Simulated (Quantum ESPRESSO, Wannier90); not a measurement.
Wannier functions of CaS (rock salt)

```xyz
2
Lattice="0.0000 2.8524 2.8524 2.8524 0.0000 2.8524 2.8524 2.8524 0.0000" Properties=species:S:1:pos:R:3 pbc="T T T"
Ca     0.0000     0.0000     0.0000
S      2.8524     2.8524     2.8524
```

Materials Project entry mp-1672; symmetrised, unrelaxed at this level. COD (Crystallography Open Database) has an entry of this formula and space group (matched by these alone). Level: PBEsol, no spin polarisation, no spin-orbit coupling; pw.x of Quantum ESPRESSO at 55 Ry with PseudoDojo potentials, 10×10×10 k-points, Wannier90. Density: 10×10×10 mesh, cold smearing 0.01 Ry.

Bands 5-8 form an isolated set from -11.31 to 0.00 eV relative to the valence-band maximum (on the path) and are turned into 4 Wannier functions by minimising the spread from the start: sp3 on S.

Centres (Cartesian, Å; one of the equivalent choices) and spreads:

```json
[
 {"n": "1", "x": "3.152", "y": "3.152", "z": "3.152", "spread (Å²)": "1.689", "nearest atom": "S2"},
 {"n": "2", "x": "3.152", "y": "2.552", "z": "2.552", "spread (Å²)": "1.689", "nearest atom": "S2"},
 {"n": "3", "x": "2.552", "y": "3.152", "z": "2.552", "spread (Å²)": "1.689", "nearest atom": "S2"},
 {"n": "4", "x": "2.552", "y": "2.552", "z": "3.152", "spread (Å²)": "1.689", "nearest atom": "S2"}
]
```

Ω_I = 5.67 Å², Ω_total = 6.76 Å²; the interpolated bands follow pw.x to 0.3 meV rms on the path. It is the lowest total spread that any start reached here.
